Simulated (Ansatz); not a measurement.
TiAu₄:
```
CELL_PARAMETERS angstrom
     -3.26453     3.26453     1.98826
      3.26453    -3.26453     1.98826
      3.26453     3.26453    -1.98826
ATOMIC_POSITIONS crystal
  Ti 0.00000 0.00000 0.00000
  Au 0.20680 0.60548 0.81228
  Au 0.79320 0.39452 0.18772
  Au 0.39452 0.20680 0.60133
  Au 0.60548 0.79320 0.39867
```

Relaxed with r²SCAN.

Problem. Map the electron localisation function on the plane through (0.000, 0.000, 0.000) spanned by u = [0, 1, 0] and v = [1, 1, -1] in lattice vectors, from DFT-r²SCAN in the program Ansatz with PAW potentials.

Solution. x is the fraction of u, y of v (the angle between them is 72°; rows are the nearest grid lines); atoms in the plane: Ti at (0.00, 0.00), Au at (0.40, 0.20), Au at (0.60, 0.80), Au at (0.81, 0.40), Au at (0.19, 0.60).
```
y \ x   0.000  0.0800  0.200  0.280  0.360  0.440  0.560  0.640  0.720  0.800  0.920   1.00
------  -----  ------  -----  -----  -----  -----  -----  -----  -----  -----  -----  -----
1.00    0.006   0.512  0.112  0.212  0.272  0.237  0.237  0.272  0.212  0.112  0.512  0.006
0.921   0.657   0.663  0.141  0.237  0.348  0.359  0.437  0.372  0.357  0.241  0.406  0.657
0.842   0.115   0.108  0.145  0.279  0.338  0.497  0.678  0.613  0.494  0.340  0.204  0.115
0.763   0.304   0.362  0.342  0.270  0.218  0.355  0.615  0.661  0.566  0.335  0.247  0.304
0.684   0.370   0.523  0.537  0.427  0.258  0.192  0.335  0.429  0.384  0.242  0.231  0.370
0.605   0.366   0.577  0.786  0.594  0.433  0.236  0.185  0.203  0.207  0.204  0.234  0.366
0.526   0.236   0.386  0.574  0.555  0.437  0.241  0.202  0.285  0.358  0.337  0.224  0.236
0.474   0.236   0.224  0.337  0.358  0.285  0.202  0.241  0.437  0.555  0.574  0.386  0.236
0.395   0.366   0.234  0.204  0.207  0.203  0.185  0.236  0.433  0.594  0.786  0.577  0.366
0.316   0.370   0.231  0.242  0.384  0.429  0.335  0.192  0.258  0.427  0.537  0.523  0.370
0.237   0.304   0.247  0.335  0.566  0.661  0.615  0.355  0.218  0.270  0.342  0.362  0.304
0.158   0.115   0.204  0.340  0.494  0.613  0.678  0.497  0.338  0.279  0.145  0.108  0.115
0.0789  0.657   0.406  0.241  0.357  0.372  0.437  0.359  0.348  0.237  0.141  0.663  0.657
0.000   0.006   0.512  0.112  0.212  0.272  0.237  0.237  0.272  0.212  0.112  0.512  0.006
```

The density is the valence pseudo-density with augmentation charge, so density and ELF within about 1 Å of a nucleus are not all-electron values.

Space group I4/m. The first step of the workflow began from a Materials Project structure, measured or hypothetical; the Crystallography Open Database copy checked does not list it. With Ti and Au taken as one species the cell has the higher symmetry Fm-3m, so it may be an ordered model of a mixed-site phase. Its standing as an ambient phase is unchecked. The r²SCAN relaxation kept the symmetry of its start; its stability against distortions is not shown here. No spin polarisation was allowed. Spin–orbit coupling is left out wherever it is not named.

Potentials: the later of the program's two PAW sets.
